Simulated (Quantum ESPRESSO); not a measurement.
GaZn2S3F, convergence and cost over cutoff and k mesh

Computed values, not a measurement. The program is pw.x of Quantum ESPRESSO 7.5 (plane-wave density functional theory). The cell is made up: 7 atoms on a zincblende/diamond lattice with one site empty, with randomly drawn elements, strain and displacements, not relaxed. PseudoDojo standard norm-conserving files (v0.5 for PBE, v0.4.1 for LDA and PBEsol) set the functional; there is no spin polarisation, spin-orbit coupling or dispersion term, and the masses in the input are unused placeholders.

Input of the run in row 4:

```
&control calculation='scf', pseudo_dir='./dojo.nc.sr.pbe.v0_5.standard.upf', outdir='./o', disk_io='medium', tprnfor=.true., tstress=.true. /
&system ibrav=0, nat=7, ntyp=4, nbnd=45, ecutwfc=84.00895049, nosym=.true., tot_charge=0,
 occupations='smearing', smearing='fd', degauss=0.0018374661
/
&electrons conv_thr=7.350e-09, electron_maxstep=60, /
ATOMIC_SPECIES
F 1.0 F.upf
Ga 1.0 Ga.upf
S 1.0 S.upf
Zn 1.0 Zn.upf
CELL_PARAMETERS angstrom
5.0924 0.0778 0.0141
0.0778 5.1877 -0.016
0.0141 -0.016 5.1067
ATOMIC_POSITIONS angstrom
Ga 0.033 2.5754 2.5231
Zn 2.5798 0.0217 2.5794
Zn 2.5968 2.6325 0.0129
S 1.2751 1.3057 1.2438
S 1.3279 3.9144 3.7834
S 3.8586 1.3286 3.8219
F 3.8808 3.9182 1.2509
K_POINTS automatic
4 4 4 1 1 1
```

The same cell was run at these settings. Meshes are shifted by half a step, and differences are from the last row, which is itself not exact.

```
cutoff (eV)     k mesh  k points solved  threshold (eV)  free energy less the last row's (eV)  pressure (GPa)  largest stress difference (GPa)  largest force difference (eV/Å)  iterations  wall time (s)  k-point pools              processor
        800  2 x 2 x 2                4           1e-04                                 3.716          -34.81                            40.25                            0.053           6             22              1  AMD EPYC, Zen 5 class
       1143  2 x 2 x 2                4           1e-07                                 0.130            5.42                             0.34                            0.050          10             48              1  AMD EPYC, Zen 5 class
        593  4 x 4 x 4               32           1e-07                                72.649         -398.49                           403.76                            0.275          10            102              1  AMD EPYC, Zen 5 class
       1143  4 x 4 x 4               32           1e-07                                 0.002            5.11                             0.00                            0.001          10            236              1  AMD EPYC, Zen 5 class
       1437  6 x 6 x 6              108           1e-07                                 0.000            5.11                             0.00                            0.000          10           1412              1  AMD EPYC, Zen 5 class
```

Each pool is one process. Wall times include start-up and a band step at six k points, which weighs most on the coarsest meshes. The runs were on shared virtual cores whose load varied, so times are rough.